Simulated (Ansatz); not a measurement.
# La₂O₃: from a starting cell to a relaxed one

The start is a generated cell, La2O3 built in the AFLOW prototype A2B3_tP10_127_g_ah (D5_a). The structure is fully relaxed (lattice and positions, P = 0) with PBEsol (plane waves to 420 eV, PAW, scalar-relativistic; Ansatz, a first-principles code). First-step values are on the input's coarse k-mesh.

Ansatz input (later rounds restart from its end on a renewed k-mesh):
Ansatz 0.2 input:
```yaml
crystal:
  lattice:
    - [6.7717609, 0, 0]
    - [0, 6.7717609, 0]
    - [0, 0, 3.5906098]
  atoms:
    - { symbol: O, position: [0, 0, 0] }
    - { symbol: O, position: [0.5, 0.5, 0] }
    - { symbol: O, position: [0.1821, 0.6821, 0.5] }
    - { symbol: O, position: [0.6821, 0.8179, 0.5] }
    - { symbol: O, position: [0.3179, 0.1821, 0.5] }
    - { symbol: O, position: [0.8179, 0.3179, 0.5] }
    - { symbol: La, position: [0.3841, 0.8841, 0] }
    - { symbol: La, position: [0.8841, 0.6159, 0] }
    - { symbol: La, position: [0.1159, 0.3841, 0] }
    - { symbol: La, position: [0.6159, 0.1159, 0] }
basis: { ecutwfc: 420, ecutrho_ratio: 4, xc_grid: 2, fft_grid_basis: typed }
kpoints: { mp_grid: { grid: [4, 4, 7] } }
hamiltonian:
  xc: pbesol
  dispersion: none
  pseudopotentials: { azcp: { folder: ./paw }, kind: paw }
scf: { occupations: { method: fermi_dirac, width: 0.05 } }
relax: { f_tol: 0.01, max_steps: 100, cell: { stress_tol: 0.02 } }
output: { forces: true, stress: true }
```

| Property | Value |
|---|---|
| Outcome | The space group stays P4/mbm (No. 127) (the run could not lower it), with 10 atoms in the primitive cell |
| Energy released | about 1.9 eV/atom |
| Volume change | -8.3 %, from 16.47 to 15.11 Å³/atom |
| Shortest distances (start → end) | The closest pairs of elements (up to four, under 3.6 Å), start → end: La–La 2.22 → 3.39 Å; La–O 2.64 → 2.39 Å; O–O 3.06 → 2.65 Å |
| Band gap at the end | 1.24 eV, indirect (valence top at k = (0, 0, 0.3), conduction bottom at Γ) (no spin-orbit coupling) |
| Optimiser moves | 11 |

Final values are on a 5×5×10 k-mesh of the relaxed cell. The start holds a very short contact (La–La 2.22 Å). No spin polarisation in the result.

The run could not lose the symmetry of its start: the end is stationary, and may be a saddle point rather than a minimum.

The relaxed structure here is a generated cell of La2O3: the first start was made by placing the elements on the sites of a structure type, and the end was not matched to a known phase here, so it may be hypothetical. Known forms of La2O3 include space group No. 164.
